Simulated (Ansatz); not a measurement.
Input, command and steps of an Ansatz relaxation.

```yaml
crystal:
  lattice:
    - [-1.9377158851, 1.9377158851, 4.7809243832]
    - [1.9377158851, -1.9377158851, 4.7809243832]
    - [1.9377158851, 1.9377158851, -4.7809243832]
  atoms:
    - { symbol: Sn, position: [0.75, 0.25, 0.5] }
    - { symbol: Sn, position: [0.0, 0.0, 0.0] }
    - { symbol: O, position: [0.7892829233, 0.7892829233, 0.0] }
    - { symbol: O, position: [0.9607170767, 0.4607170767, 0.5] }
    - { symbol: O, position: [0.2107170767, 0.2107170767, 0.0] }
    - { symbol: O, position: [0.5392829233, 0.0392829233, 0.5] }
basis:
  ecutwfc: 500
kpoints:
  mp_grid: { grid: [10, 10, 10] }
hamiltonian:
  xc: r2scan
scf:
  occupations: { method: gaussian, width: 0.02 }
output:
  forces: true
  stress: true
  eigenvalues: true
  write_density: true
  write_potential: true
  elf: true
  volumetric_format: npy
relax:
  adjacent_minimum: "off"
  f_tol: 0.01
  max_steps: 30
  cell: { stress_tol: 0.1, fix: [volume] }
```

```bash
ansatz run input.yaml --threads 1 --pin off --max-ram 2560MiB --backend cpu --events-out ev --progress --plain --runs-dir out
```

Theory: DFT r2SCAN, scalar-relativistic, plane waves, PAW in Ansatz.

The volume is held at 0.88 times that of the relaxed cell.

Of 5 frames 4 are shown, positions in Å and forces in eV/Å; the SCF threshold varies from step to step. Steps run on the plane waves of an earlier cell, with a Pulay correction in the pressure. The basis is chosen afresh for the last frame, the zero of the energies, and at times for earlier ones too; energy and pressure step there, also at an unchanged geometry.

```xyz
6
Lattice="-1.9377 1.9377 4.7809 1.9377 -1.9377 4.7809 1.9377 1.9377 -4.7809" Properties=species:S:1:pos:R:3:forces:R:3 pbc="T T T" step=1 free_energy_over_end_meV_per_atom=2.82 pressure_GPa=27.90
Sn    0.0000    1.9377    2.3905    0.0000    0.0000    0.0000
Sn    0.0000    0.0000    0.0000    0.0000    0.0000    0.0000
O     0.0000    0.0000    7.5470    0.0000    0.0000   -0.2705
O     0.0000    1.9377    4.4053    0.0000    0.0000    0.2705
O     0.0000    0.0000    2.0148    0.0000    0.0000    0.2705
O     0.0000    1.9377    0.3756    0.0000    0.0000   -0.2705
6
Lattice="-1.9435 1.9435 4.7523 1.9435 -1.9435 4.7523 1.9435 1.9435 -4.7523" Properties=species:S:1:pos:R:3:forces:R:3 pbc="T T T" step=2 free_energy_over_end_meV_per_atom=0.65 pressure_GPa=26.63
Sn    0.0000    1.9435    2.3761    0.0000    0.0000    0.0000
Sn    0.0000    0.0000    0.0000    0.0000    0.0000    0.0000
O     0.0000    0.0000    7.4831    0.0000    0.0000   -0.0927
O     0.0000    1.9435    4.3976    0.0000    0.0000    0.0927
O     0.0000    0.0000    2.0215    0.0000    0.0000    0.0927
O     0.0000    1.9435    0.3546    0.0000    0.0000   -0.0927
6
Lattice="-1.9503 1.9503 4.7195 1.9503 -1.9503 4.7195 1.9503 1.9503 -4.7195" Properties=species:S:1:pos:R:3:forces:R:3 pbc="T T T" step=3 free_energy_over_end_meV_per_atom=0.01 pressure_GPa=25.56
Sn    0.0000    1.9503    2.3597    0.0000    0.0000    0.0000
Sn    0.0000    0.0000    0.0000    0.0000    0.0000    0.0000
O     0.0000    0.0000    7.4154    0.0000    0.0000    0.0033
O     0.0000    1.9503    4.3833    0.0000    0.0000   -0.0033
O     0.0000    0.0000    2.0235    0.0000    0.0000   -0.0033
O     0.0000    1.9503    0.3362    0.0000    0.0000    0.0033
6
Lattice="-1.9512 1.9512 4.7152 1.9512 -1.9512 4.7152 1.9512 1.9512 -4.7152" Properties=species:S:1:pos:R:3:forces:R:3 pbc="T T T" step=5 free_energy_over_end_meV_per_atom=0.00 pressure_GPa=25.48
Sn    0.0000    1.9512    2.3576    0.0000    0.0000    0.0000
Sn    0.0000    0.0000    0.0000    0.0000    0.0000    0.0000
O     0.0000    0.0000    7.4075    0.0000    0.0000    0.0013
O     0.0000    1.9512    4.3806    0.0000    0.0000   -0.0013
O     0.0000    0.0000    2.0230    0.0000    0.0000   -0.0013
O     0.0000    1.9512    0.3346    0.0000    0.0000    0.0013
```

The run took 80 s on 1 thread of Intel(R) Xeon(R) 6975P-C (Granite Rapids), on a shared host, peak memory 0.99 GiB.